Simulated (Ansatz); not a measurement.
**InRh squeezed and stretched**

A database entry relaxed whole under r2SCAN (Pm-3m):

```
CELL_PARAMETERS angstrom
3.20564 0.00000 0.00000
0.00000 3.20564 0.00000
0.00000 0.00000 3.20564
ATOMIC_POSITIONS crystal
In 0.50000 0.50000 0.50000
Rh 0.00000 0.00000 0.00000
```

The cell was scaled uniformly, its shape held, and the atoms relaxed at each volume with plane-wave PAW DFT (Ansatz 0.2.0; r2SCAN, 500 eV, 10×10×10 Γ-centred mesh, fermi-dirac occupations of width 0.100 eV; no spin, no spin-orbit coupling). One row is withheld.

```
volume (Å³/atom)  energy over the lowest (meV/atom)  pressure (GPa)
          15.483                               34.9           12.25
          15.812                               14.7            7.65
          16.141                                3.4            3.58
          16.471                                0.0           -0.04
          16.800                                3.6           -3.24
          17.130                                  ?               ?
          17.459                               28.6           -8.57
```

Problem. Fit the pressures of the other rows to the third-order Birch-Murnaghan form.

Solution. With f = [(V₀/V)^(2/3) − 1]/2 and P = 3B₀f(1 + 2f)^(5/2)[1 + 3(B₀′ − 4)f/2], least squares gives V₀ = 16.47 Å³ an atom, B₀ = 170 GPa and B₀′ = 5.1; the rows miss the fit by less than 0.01 GPa. The slope of the energies differs from these pressures by 0.08 GPa, since they are taken to zero smearing while pressures follow the free energy.

Problem. What does the withheld row hold?

Solution. The fit gives -6.07 GPa at 17.130 Å³; the run gave -6.07 GPa and 13.4 meV an atom.

Caveats: the shape of the cell was held; 0 K, fixed nuclei; the symmetry was kept, and this need not be the phase that is stable at 0 K; one mesh for all volumes; pressure is positive in compression.
